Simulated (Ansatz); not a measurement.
Rb$_{2}$H$_{6}$Pt:
```yaml
crystal:
  lattice:
    - [0.00000, 4.25358, 4.25358]
    - [4.25358, 0.00000, 4.25358]
    - [4.25358, 4.25358, 0.00000]
  atoms:
    - { symbol: Rb, position: [0.75000, 0.75000, 0.75000] }
    - { symbol: Rb, position: [0.25000, 0.25000, 0.25000] }
    - { symbol: H, position: [0.80712, 0.80712, 0.19288] }
    - { symbol: H, position: [0.19288, 0.19288, 0.80712] }
    - { symbol: H, position: [0.19288, 0.80712, 0.80712] }
    - { symbol: H, position: [0.80712, 0.19288, 0.19288] }
    - { symbol: H, position: [0.80712, 0.19288, 0.80712] }
    - { symbol: H, position: [0.19288, 0.80712, 0.19288] }
    - { symbol: Pt, position: [0.00000, 0.00000, 0.00000] }
```

Plane-wave PAW r²SCAN (Ansatz code) gives a gap of 4.41 eV without spin–orbit coupling, maximum at K, minimum at X.

Task: What happens when spin–orbit coupling is switched on?

Result: The gap drops by 0.14 eV, to 4.27 eV; maximum at X, minimum at X.

Task: Give the electron effective mass with spin–orbit coupling.

Result: 0.52, 0.78, 0.78 mₑ (principal values).

Task: Give the hole effective mass with spin–orbit coupling.

Result: 2.5, 2.5, 3.1 mₑ (principal values).

Space group Fm-3m. The workflow started from a Materials Project entry (that database holds measured and hypothetical structures alike); the Crystallography Open Database copy checked does not list it. Its standing as an ambient phase is unchecked. The cell was relaxed with r²SCAN under the symmetry of its start; its stability against distortions is not shown here. The run is not spin-polarised.

Potentials: the later of the program's two PAW sets.
